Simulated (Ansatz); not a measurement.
Relaxed-ion elastic tensor of AlPt in space group P2_13 (No. 198; Al on 4a, Pt on 4a) in GPa (Voigt order), plane-wave PAW PBEsol (Ansatz code); density 12.79 g/cm³, 14.42 Å³ per atom.

```
     1    2    3     4     5     6
-  ---  ---  ---  ----  ----  ----
1  316  145  145   0.0   0.0   0.0
2  145  316  145   0.0   0.0   0.0
3  145  145  316   0.0   0.0   0.0
4  0.0  0.0  0.0  76.8   0.0   0.0
5  0.0  0.0  0.0   0.0  76.8   0.0
6  0.0  0.0  0.0   0.0   0.0  76.8
```

Task: Is the crystal mechanically stable?

Result: Yes: the smallest eigenvalue of C is 76.8 GPa.

Task: Work out the Voigt, Reuss and Hill averages.

Result: K_V = 202, K_R = 202, K_H = 202; G_V = 80.4, G_R = 80.2, G_H = 80.3 GPa.

Task: Give Young's modulus, Poisson's ratio, Pugh's ratio and the universal anisotropy index.

Result: E = 9KG/(3K + G) = 213 GPa; ν = 0.32; K/G = 2.52 (ductile by the Pugh limit of 1.75); A_U = 5G_V/G_R + K_V/K_R − 6 = 0.01.

Task: Estimate the sound speeds and the Debye temperature.

Result: v_l = √((K + 4G/3)/ρ) = 4920 m/s, v_t = √(G/ρ) = 2510 m/s, mean 2810 m/s; Θ = (h/k)(3n/4πV)^(1/3) v_m = 343 K.

Task: Give the Zener ratio and Young's modulus along [100], [110] and [111].

Result: A = 2C44/(C11 − C12) = 0.90; 1/E = S11 − 2(S11 − S12 − S44/2)Γ with Γ = 0, 1/4, 1/3 gives 225, 209, 205 GPa.

The first step of the workflow began from a Materials Project structure, measured or hypothetical; the Crystallography Open Database copy checked does not list it. With Al and Pt taken as one species the cell has the higher symmetry Pa-3, so it may be an ordered model of a mixed-site phase. Whether it is the stable phase at ambient conditions was not checked. The PBEsol relaxation kept the symmetry of its start; whether a distortion lowers the energy is not shown. The run is not spin-polarised. As this level gives no gap, shear constants depend on the k-mesh and smearing (Fermi–Dirac, 0.1 eV here). Spin–orbit coupling is left out wherever it is not named.

Potentials: the earlier of the program's two PAW sets. The files were generated under PBE; for other functionals the program regenerates the frozen cores, and for LDA and PBEsol the local potential too.
